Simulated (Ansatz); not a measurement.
Calculated with Ansatz: SiCl₃, relaxation

The input file (Ansatz 0.2.0, plane waves):

```yaml
crystal:
  lattice:
    - [3.104997, 5.378012, 0.0]
    - [-3.104997, 5.378012, 0.0]
    - [0.0, -3.585341, 5.78382]
  atoms:
    - { symbol: Si, position: [0.182, 0.182, 0.546] }
    - { symbol: Si, position: [0.818, 0.818, 0.454] }
    - { symbol: Cl, position: [0.422, 0.0785, 0.2415] }
    - { symbol: Cl, position: [0.741, 0.422, 0.2415] }
    - { symbol: Cl, position: [0.0785, 0.741, 0.2415] }
    - { symbol: Cl, position: [0.578, 0.9215, 0.7585] }
    - { symbol: Cl, position: [0.259, 0.578, 0.7585] }
    - { symbol: Cl, position: [0.9215, 0.259, 0.7585] }
  symmetry: { tolerance: 0.0003 }
kpoints:
  mp_grid: { grid: [2, 2, 2], shift: [0, 0, 0] }
magnetization:
  spin_polarized: false
scf:
  occupations: { method: cold, width: 0.0271 }
hamiltonian:
  pseudopotentials: { kind: paw }
  xc: pbe
basis:
  ecutwfc: 420
output:
  forces: true
  stress: true
  eigenvalues: true
relax:
  max_steps: 40
  cell: {}
  f_tol: 0.001
  max_displacement: 0.3
```

The command:

```bash
ansatz run input.yaml --threads 1 --pin off --max-ram 2560MiB --backend cpu --events-out ev --progress --plain --runs-dir out
```

Origin of the cell: a known structure type with other elements, at an estimated volume, so it need not be a known compound.

Output (shortened):

```
The last accepted step is kept in <dir> (removed where the run ends without a failure and the disk answers)
Pseudopotentials: kind: paw
Pseudopotential: Si, paw, valence charge 4, recommended cutoff 420 eV (normal), Si.paw.azcp
Pseudopotential: Cl, paw, valence charge 7, recommended cutoff 420 eV (normal), Cl.paw.azcp
Functional definition: PBE
  exchange = pbe_x(kappa = kappa, mu = beta*pi^2/3)
  correlation = pbe_c(beta = beta)
Crystal: 8 atoms, lattice volume = 193.165 Å³
Basis set: ecut = 420 eV, 3793 PW (Γ), exchange–correlation on 90×90×96 points (8 copies of the dense FFT grid, shifted against one another)
Bands: 33, of which v1, the nominal top of the filled ones, is band 25 counted from 1 (24 counted from 0)
Symmetry: 6 space group operations
Space group: R-3 (ITA 148), of the structure as read, at distance tolerance 1.7e-3 Å
[… 5 lines left out …]
Initial density: superposition of atomic densities (neutral atoms: chi_scale 0, normalization atom), corrected by the library's trained network
Functional: x = pbe(κ = 0.804, μ = 0.219515), c = pbe(β = 0.066725)
SCF iter   1: F=—  HF=-7753.200204 eV  Δρ=3.17e-3  dr2=1.29e-2  defer=1
SCF iter   2: F=—  HF=-7753.201107 eV  S|Δr|=   2.08e-3  Δρ=1.58e-3  dr2=3.64e-3  defer=4
SCF iter   3: F=—  HF=-7753.202060 eV  S|Δr|=   1.83e-3  Δρ=2.43e-4  dr2=1.71e-4  defer=4
SCF iter   4: F=—  HF=-7753.202170 eV  S|Δr|=   1.29e-4  Δρ=1.06e-4  dr2=2.76e-5  defer=4
SCF iter   5: F=—  HF=-7753.202252 eV  S|Δr|=   4.07e-5  Δρ=3.05e-5  dr2=3.56e-6  defer=4
SCF iter   6: F=—  HF=-7753.202272 eV  S|Δr|=   2.91e-5  Δρ=1.22e-5  dr2=3.87e-7  defer=4
SCF iter   7: F=-7753.202277 eV  HF=-7753.202277 eV  S|Δr|=   8.40e-6  Δρ=2.15e-6  dr2=9.01e-9
SCF iter   8: F=—  HF=-7753.205493 eV  Δρ=1.05e-5  dr2=2.59e-7
SCF iter   9: F=-7753.205493 eV  HF=-7753.205493 eV  S|Δr|=   1.23e-9  Δρ=2.47e-6  dr2=1.23e-8
relax step   1: F+E_penalty+E_count = -7753.205493 eV  Δ(F+E_penalty+E_count) = +0.000e0 eV  max|allowed force component| = 9.800e-1 eV/Å  Δτ_max = 0.0000 Å  P = -4.571 GPa  Ω = 193.165 Å³  ( […]
relax step   2: F+E_penalty+E_count = -7753.798159 eV  Δ(F+E_penalty+E_count) = -5.927e-1 eV  max|allowed force component| = 3.045e-1 eV/Å  Δτ_max = 0.2920 Å  P = +0.310 GPa  Ω = 206.015 Å³ […]
relax step   3: F+E_penalty+E_count = -7754.008089 eV  Δ(F+E_penalty+E_count) = -2.099e-1 eV  max|allowed force component| = 4.056e-1 eV/Å  Δτ_max = 0.0618 Å  P = -0.746 GPa  Ω = 201.814 Å³ […]
[… 20 lines left out …]
relax step  23: F+E_penalty+E_count = -7754.532078 eV  Δ(F+E_penalty+E_count) = -2.241e-4 eV  max|allowed force component| = 4.992e-4 eV/Å  Δτ_max = 0.0027 Å  P = +0.006 GPa  Ω = 256.661 Å³ […]
relax step  24: F+E_penalty+E_count = -7754.532070 eV  Δ(F+E_penalty+E_count) = +8.454e-6 eV  max|allowed force component| = 1.764e-4 eV/Å  Δτ_max = 0.0021 Å  P = -0.000 GPa  Ω = 257.546 Å³ […]
relax step  25: F+E_penalty+E_count = -7754.532454 eV  Δ(F+E_penalty+E_count) = -3.848e-4 eV  max|allowed force component| = 2.289e-4 eV/Å  Δτ_max = 0.0000 Å  P = +0.000 GPa  Ω = 257.546 Å³  stress off target by 2.66e-3 GPa […]
SCF 25 converged in 8 iterations: F = -7754.532454 eV  dr2 = 5.40e-12
basis re-selected at this cell: Δ(F+E_penalty+E_count) = -3.848e-4 eV, ΔP = +0.000 GPa vs the last step (what re-selecting the basis moved, of the pressure what is left beyond the Pulay corre […]
SCF converged after 8 iterations
Stability not checked: this state was not tested for a lower state beside it, because cold or Methfessel-Paxton smearing, or corrected tetrahedra, fill the levels in a way that the test cannot read (fill_not_monotonic; […]
Free energy (F): -7754.532454 eV
Harris-Foulkes:  -7754.532454 eV  (|F-HF|=5.46e-12)
Internal energy: -7754.529970 eV  (E = F + TS)
E sigma→0 (E₀):  -7754.531626 eV
[… 23 lines left out …]
  atom   6  Cl    -0.000190     0.000129    -0.000099
  atom   7  Cl    -0.000016    -0.000229    -0.000099
  atom   8  Cl     0.000206     0.000100    -0.000099
  max |Σ_I F_I| component: 9.24e-18 eV/Å
--- Stress (GPa, compression-positive) ---
       -0.001271       0.000000      -0.000000
       -0.000000      -0.001271       0.000000
        0.000000       0.000000       0.002664
  P = ⅓ Tr σ = 0.0000 GPa (0.000 kbar)
--- Relaxed structure (23 steps of the walk, 20 accepted, 2 SCFs on fresh bases) ---
  F+E_penalty+E_count = -7754.532454 eV   max|allowed force component| = 2.289e-4 eV/Å   (the final SCF, on the basis selected at the relaxed cell)
```

Caveats: no dispersion correction, so spacings can come out too large where layers or molecules are weakly bound; no spin, though holes on the anions or broken bonds may carry moments; settings drawn outside the advised range, so the result may not be the system's; the k mesh is coarse if the cell is a metal; the relaxation held the start's symmetry, so the end may be a saddle point.

It ran for 47 s of wall time on 1 CPU thread(s) of a shared host, from the program's own first density.
